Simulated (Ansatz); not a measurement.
BeSe:
```
BeSe
1.0
    0.00000     2.58884     2.58884
    2.58884     0.00000     2.58884
    2.58884     2.58884     0.00000
Se Be
1 1
Direct
  0.75000   0.75000   0.75000
  0.00000   0.00000   0.00000
```

Relaxed with PBE.

Q: Give the Bader charges and basin volumes of the independent atoms, PBE in the plane-wave PAW code Ansatz.

A: 

```csv
atom,Bader charge (e),Bader volume (Å³)
Se1,-1.57,32.0
Be2,+1.57,2.7
```

Space group F-43m (zinc blende). Symmetry was held in the PBE relaxation.

Potentials: the later of the program's two PAW sets.
